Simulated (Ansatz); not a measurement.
YSi₂Pd₂ in space group I4/mmm (No. 139; Y on 2a, Si on 4e, Pd on 4d), PBE in the plane-wave PAW code Ansatz, all energies at zero smearing, with the estimated change up to a 700 eV cutoff added, with one set of potentials and settings (totals compare only within such a set). Cell of 5 atoms (1 Y, 2 Si, 2 Pd): -19070.748 eV.

```json
[
 {"element": "Y", "reference phase": "P6_3/mmc, 2 atoms in the cell", "E (eV/atom)": "-3848.6668"},
 {"element": "Si", "reference phase": "Fd-3m, 2 atoms in the cell", "E (eV/atom)": "-635.8096"},
 {"element": "Pd", "reference phase": "Fm-3m, 1 atoms in the cell", "E (eV/atom)": "-6972.8544"}
]
```

Formation energy per atom, worked out: (-19070.748 − 1×(-3848.6668) − 2×(-635.8096) − 2×(-6972.8544))/5 = -0.951 eV/atom (-92 kJ per mol of atoms), at 0 K, without zero-point energy or fitted corrections.

The first step of the workflow began from a Materials Project structure, measured or hypothetical; the Crystallography Open Database files this formula in space group No. 139, but the cells were not matched. Its standing as an ambient phase is unchecked. Symmetry was held in the PBE relaxation; whether a distortion lowers the energy is not shown. The run is not spin-polarised. The references are the lowest solids computed at this level, not always the standard phases.

Potentials: the later of the program's two PAW sets.
